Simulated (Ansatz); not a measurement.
# Structure relaxation, TiC

The start is a generated cell, TiC placed in the FeSi structure type. Cell shape, volume and atoms are optimised at zero target pressure with PBE (plane waves to 420 eV, PAW, scalar-relativistic; Ansatz, a program for electronic structure). The first steps use a coarse 6×6×6 k-mesh.

Initial structure:
```
CELL_PARAMETERS angstrom
      4.28736     0.00000     0.00000
      0.00000     4.28736     0.00000
      0.00000     0.00000     4.28736
ATOMIC_POSITIONS crystal
  Ti 0.13652 0.13652 0.13652
  Ti 0.63652 0.36348 0.86348
  Ti 0.86348 0.63652 0.36348
  Ti 0.36348 0.86348 0.63652
  C  0.84240 0.84240 0.84240
  C  0.34240 0.65760 0.15760
  C  0.15760 0.34240 0.65760
  C  0.65760 0.15760 0.34240
```

**Question.** What pressure does the first self-consistent step give?

**Answer.** +11 GPa (positive: the cell is compressed).

**Question.** Does the structure survive the relaxation? Give the final space group.

**Answer.** The space group goes from P2₁3 (No. 198) to Fm-3m (No. 225); the end is rock salt type, with 2 atoms in the primitive cell.

**Question.** How much energy is released per atom?

**Answer.** 1.21 eV/atom.

**Question.** How does the volume change?

**Answer.** +3.2 %, from 9.85 to 10.17 Å³/atom.

**Question.** How do the shortest distances between atoms change?

**Answer.** The closest pairs of elements (up to four, under 3.6 Å), start → end: C–Ti 2.18 → 2.17 Å; Ti–Ti 2.63 → 3.06 Å; C–C 2.66 → 3.06 Å.

**Question.** What band gap does the relaxed structure have at this level?

**Answer.** Zero (metallic).

**Question.** Give the final cell and atomic positions.

**Answer.** 
```cif
data_C4Ti4
_chemical_formula_sum 'Ti4 C4'
_space_group_name_H-M_alt 'Fm-3m'
_space_group_IT_number 225
_space_group_name_Hall '-F 4 2 3'
_cell_length_a 4.33260
_cell_length_b 4.33260
_cell_length_c 4.33260
_cell_angle_alpha 90.000
_cell_angle_beta 90.000
_cell_angle_gamma 90.000
loop_
_atom_site_label
_atom_site_type_symbol
_atom_site_symmetry_multiplicity
_atom_site_Wyckoff_symbol
_atom_site_fract_x
_atom_site_fract_y
_atom_site_fract_z
_atom_site_occupancy
Ti1 Ti 4 a 0.00000 0.00000 0.00000 1
C1 C 4 b 0.50000 0.50000 0.50000 1
```
(The calculation used a cell of 2 atoms; values per cell refer to that cell.)

Final values are on a 18×18×18 k-mesh of the relaxed cell. No spin polarisation in the result.

The run could not lose the symmetry of its start; a randomly shaken copy of 4 atoms returns to this structure.
